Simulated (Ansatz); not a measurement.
Mg₂Sn:
```xyz
6
Lattice="4.7589 2.6610 0.0000 -4.7589 2.6610 0.0000 -4.7554 0.0000 5.3949" Properties=species:S:1:pos:R:3 pbc="T T T"
Mg     0.4187     1.9965     1.3493
Mg    -5.1742     3.3254     4.0456
Mg    -2.7965     1.9965     1.3482
Mg    -1.9590     3.3254     4.0468
Sn    -3.5666     0.6647     4.0462
Sn    -1.1889     4.6573     1.3487
```

Relaxed with PBEsol. Special points in fractions of this cell's reciprocal vectors: Γ (0.000, 0.000, 0.000); C (0.389, 0.389, 0.000); C2 (-0.389, 0.611, 0.000); Y2 (-0.500, 0.500, 0.000); M2 (-0.500, 0.500, 0.500); D (-0.267, 0.733, 0.500); D2 (0.267, 0.267, 0.500); A (0.000, 0.000, 0.500); L2 (0.000, 0.500, 0.500); V2 (0.000, 0.500, 0.000).

**Question.** List the band energies nearest the Fermi level at these points for DFT-PBEsol in the program Ansatz with PAW potentials.

**Answer.** In eV from the Fermi level; about four levels below and three above (degenerate sets whole), none deeper than 8.9 eV; points with the same levels are listed once.

| k | below | above |
|---|---|---|
| Γ | -1.18 -0.82 -0.45 -0.24 | 0.07 0.30 1.26 |
| C | -4.60 -1.44 -0.26 -0.15 | 1.00 1.85 3.49 |
| Y2 | -5.22 -5.22 -3.05 -3.05 | 1.09 1.09 1.39 1.40 |
| M2 | -1.65 -1.65 -0.52 -0.52 | 3.53 3.53 4.45 4.45 |
| D | -1.49 -1.49 -0.86 -0.86 | 0.87 0.87 1.42 1.42 |
| A | -0.86 -0.86 -0.33 -0.33 | 2.44 2.44 3.31 3.31 |
| L2 | -3.31 -2.47 -1.42 -0.68 | 0.85 1.65 2.99 |
| V2 | -3.31 -2.46 -1.43 -0.68 | 0.84 1.65 3.00 |

Space group Fddd. The first step of the workflow began from a Materials Project structure, measured or hypothetical; the Crystallography Open Database copy checked does not list it. COD files the formula under space group No. 225, 227, so this cell is another polymorph or a model. With Mg and Sn taken as one species the cell has the higher symmetry Fddd, so it may be an ordered model of a mixed-site phase. Its standing as an ambient phase is unchecked. The PBEsol relaxation kept the symmetry of its start; its stability against distortions is not shown here. Point labels and valley counts follow the cell and symmetry of the run, lower than the named group. Spin–orbit coupling is left out wherever it is not named.

Potentials: the later of the program's two PAW sets.
